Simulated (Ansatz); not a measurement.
**Cd5Te3Se2 (I-4m2) at 2 levels of theory**

One geometry, relaxed with PBE; plane waves with PAW potentials in Ansatz, scalar-relativistic. No spin polarisation. Gaps are the least over mesh and band path; pressure is positive in compression.

```cif
data_structure
_symmetry_space_group_name_H-M 'P 1'
_symmetry_Int_Tables_number 1
_cell_length_a 16.3856
_cell_length_b 16.3856
_cell_length_c 16.3856
_cell_angle_alpha 163.977
_cell_angle_beta 163.977
_cell_angle_gamma 22.734
_cell_volume 335.09
loop_
_atom_site_label
_atom_site_type_symbol
_atom_site_fract_x
_atom_site_fract_y
_atom_site_fract_z
_atom_site_occupancy
Cd1 Cd 0.90887 0.90887 0.00000 1
Cd2 Cd 0.50000 0.50000 0.00000 1
Cd3 Cd 0.09113 0.09113 0.00000 1
Cd4 Cd 0.69693 0.69693 0.00000 1
Cd5 Cd 0.30307 0.30307 0.00000 1
Te1 Te 0.64402 0.14402 0.50000 1
Te2 Te 0.25000 0.75000 0.50000 1
Te3 Te 0.85598 0.35598 0.50000 1
Se1 Se 0.45459 0.95459 0.50000 1
Se2 Se 0.04541 0.54541 0.50000 1
```

| level | cutoff (eV) | k mesh | gap (eV) | pressure (GPa) |
| --- | --- | --- | --- | --- |
| PBE | 420 | 12×12×12 | 0.43 | 0.0 |

Problem. What comes out on the same cell with r2SCAN?

Solution.
| level | cutoff (eV) | k mesh | gap (eV) | pressure (GPa) |
| --- | --- | --- | --- | --- |
| r2SCAN | 500 | 12×12×12 | 0.90 | -1.2 |

Spin-orbit coupling matters for the bands of heavy elements and is left out.

The cell was found from a structure generator's guess, not taken from experiment.
